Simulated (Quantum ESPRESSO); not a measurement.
Inputs of pw.x and gipaw.x (a modified build of Quantum ESPRESSO, PBE) for ZnS; the starting potential comes from an earlier run on another mesh:

```
&CONTROL
  calculation = 'scf'
  prefix = 'x'
  pseudo_dir = './pseudo'
  outdir = './out'
  tprnfor = .true.
/
&SYSTEM
  ibrav = 0
  nat = 4
  ntyp = 2
  ecutwfc = 40
  ecutrho = 160
  occupations = 'fixed'
  nbnd = 18
/
&ELECTRONS
  conv_thr = 1e-11
  startingpot = 'file'
/
ATOMIC_SPECIES
Zn 65.380 Zn.GGA_PBE-JTH.UPF
S 32.060 S.GGA_PBE-JTH.UPF
CELL_PARAMETERS angstrom
    3.805799791408     0.000000000000     0.000000000000
   -1.902899895704     3.295919301077     0.000000000000
    0.000000000000     0.000000000000     6.237980000000
ATOMIC_POSITIONS crystal
Zn     0.333333000000     0.666667000000     0.000140000000
Zn     0.666666333333     0.333333666667     0.500140000000
S      0.333333000000     0.666667000000     0.374860000000
S      0.666666333333     0.333333666667     0.874860000000
K_POINTS automatic
8 8 4 1 1 1
```

```
&INPUTGIPAW
  job = 'nmr'
  prefix = 'x'
  tmp_dir = './out/'
  restart_mode = 'from_scratch'
  pawproj(1) = .true.
  pawproj(2) = .true.
  use_nmr_macroscopic_shape = .false.
/
```

The geometry is a computed Materials Project entry, not a measured one. It is ZnS in P6₃mc. Stability against distortions was not tested.

### Question
Give the final section of the GIPAW output.

### Answer
```
     f-sum rule (should be   -23.0051):
           -23.0059          0.0000         -0.0000
             0.0000        -23.0059         -0.0000
             0.0000          0.0000        -23.0048

     Total NMR chemical shifts in ppm: ---------------------------------------
     (adopting the Simpson convention for anisotropy and asymmetry)-----------

     Atom  1  Zn  pos: ( -0.000001  0.577351  0.000229)  Total sigma:        1220.91
          1228.6690          0.0000          0.0000
             0.0000       1228.6691         -0.0000
             0.0000         -0.0000       1205.4025

     Zn      1    anisotropy:    -23.27    eta:    0.0000
     Zn      1    sigma_11=   1228.67
     Zn      1    sigma_22=   1228.67
     Zn      1    sigma_33=   1205.40

     Atom  2  Zn  pos: (  0.499999  0.288675  0.819765)  Total sigma:        1220.91
          1228.6691         -0.0000          0.0000
            -0.0000       1228.6690         -0.0000
             0.0000         -0.0000       1205.4025

     Zn      2    anisotropy:    -23.27    eta:    0.0000
     Zn      2    sigma_11=   1228.67
     Zn      2    sigma_22=   1228.67
     Zn      2    sigma_33=   1205.40

     Atom  3  S   pos: ( -0.000001  0.577351  0.614423)  Total sigma:         644.51
           644.3379          0.0000         -0.0000
             0.0000        644.3379          0.0000
            -0.0000          0.0000        644.8485

     S       3    anisotropy:      0.51    eta:    0.0000
     S       3    sigma_11=    644.34
     S       3    sigma_22=    644.34
     S       3    sigma_33=    644.85

     Atom  4  S   pos: (  0.499999  0.288675  1.433959)  Total sigma:         644.51
           644.3379         -0.0000         -0.0000
            -0.0000        644.3379          0.0000
            -0.0000          0.0000        644.8485

     S       4    anisotropy:      0.51    eta:    0.0000
     S       4    sigma_11=    644.34
     S       4    sigma_22=    644.34
     S       4    sigma_33=    644.85
```
The printed anisotropy is 3/2 (σ_33 − σ_iso) in the program's own order; the axes are left out here. Anisotropies that symmetry doesn't fix are less certain than the isotropic values. These are absolute shieldings with no macroscopic susceptibility term; δ = σ_ref − σ needs a reference computed alike. In our sweeps, cutoffs and meshes of this size left a few ppm, and up to some 20 ppm on atoms from Zn on. No d partial waves on S: the paramagnetic term there is incompletely reconstructed.
